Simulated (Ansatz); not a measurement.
These are results of DFT PBE, scalar-relativistic, plane waves, PAW (Ansatz), not measurements. All cells share a 420 eV cutoff and Γ-centred k meshes spaced at most about 0.3 Å⁻¹ (about 0.25 or finer for metals, 2π included). Collinear spin in cells that started with moments and kept them past the coarse steps, no spin elsewhere.

These are static total energies at zero pressure.

Two relaxed structures of MgBe₂SO₂:

A. (site moments O 0.8 μB)

```
Mg Be S O
1.0
     3.11031    0.00000    0.00000
     0.00000    3.11031    0.00000
     0.00000    0.00000    7.58176
Mg Be S O
1 2 1 2
Cartesian
  0.0000 0.0000 2.4975
  1.5552 0.0000 0.0939
  0.0000 1.5552 0.0939
  1.5552 1.5552 6.3786
  0.0000 0.0000 4.3813
  1.5552 1.5552 1.7076
```

B. (no spin)

```
Mg Be S O
1.0
     4.35166    0.00000    0.00000
     0.00000    4.35166    0.00000
     0.00000    0.00000    4.14177
Mg Be S O
1 2 1 2
Direct
  0.50000 0.50000 0.50000
  0.00000 0.50000 0.00000
  0.50000 0.00000 0.00000
  0.50000 0.50000 0.00000
  0.00000 0.50000 0.50000
  0.50000 0.00000 0.50000
```

Problem. Which would you expect to be lower, and how large is the difference?

Solution. B is lower, by 70 meV/atom. A has space group P4mm (No. 99), 12.2 Å³/atom and no gap on its mesh; B has space group P4/mmm (No. 123), 13.1 Å³/atom and no gap. Counting O or S atoms around Be and Mg (for each partner element, those within 1.25 times its shortest distance or 1.15 times the sum of covalent radii, where it is the nearest in units of that sum or under 1.3; a plus sign parts groups by distance over the sum of covalent radii), A has Mg 1+4, Be 2 and B has Mg 2+4, Be 2+2. Their magnetic states differ too. In A, around Mg lie 1 O at 1.88 Å and 4 O at 2.34 Å; Be is surrounded by 2 S at 2.03 Å, 4 Be at 2.20 Å and 2 O at 2.24 Å; S is surrounded by 4 Be at 2.03 Å; O on its first site has 1 Mg at 1.88 Å; 1 more site not described. In B, Mg has 2 S at 2.07 Å and 4 O at 2.18 Å; Be is surrounded by 2 O at 2.07 Å and 2 S at 2.18 Å; S is surrounded by 2 Mg at 2.07 Å and 4 Be at 2.18 Å; O has 2 Be at 2.07 Å and 2 Mg at 2.18 Å. Both come from invented guesses. A third cell relaxed alike, in P1, lies 1.41 eV/atom below the lower of the two.

Weakly bound directions are ill-defined at this level, which has no dispersion term (P4mm), and this can change margins and order among such cells. The zero gap of P4/mmm may come from the functional, which often closes small gaps. A magnetic state wasn't ruled out in cells without spin, among them P4/mmm. Another magnetic order may lie lower. Cells relaxed within their symmetry can be saddle points.
